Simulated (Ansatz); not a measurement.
**Does this entry for TiH₈N₂F₆ lie near equilibrium?**

The cell is an entry of the Crystallography Open Database (COD).

Space group P-3m1 (No. 164); a = 5.9200, c = 4.7020 Å, γ = 120.00°.

```
site  Wyckoff  site symmetry       x       y       z
  Ti       1a           -3m.  0.0000  0.0000  0.0000
  H2       2d            3m.  0.6667  0.3333  0.8800
  H4       6i            .m.  0.7420  0.4840  0.6280
   N       2d            3m.  0.6667  0.3333  0.6906
   F       6i            .m.  0.2992  0.1496  0.2227
```

One atom of each set is listed.

Method: Kohn–Sham DFT in Ansatz, PBE, plane waves and PAW, scalar-relativistic, 420 eV cutoff, Γ-centred 5×5×5 k-points, Fermi–Dirac smearing 0.02 eV.

Question: Do the atoms and the cell lie near the calculated equilibrium?

Answer: No. The largest force is 16 eV/Å, on atom 9 (H: 1 N at 0.83 Å; also 1 F at 2.21 Å), and the pressure is 38.8 GPa. Bonds to hydrogen as short as 0.83 Å are the usual result of locating hydrogen with X-rays, and they can account for much of this: hydrogen has to be relaxed before the gradients can be taken for those of the compound.
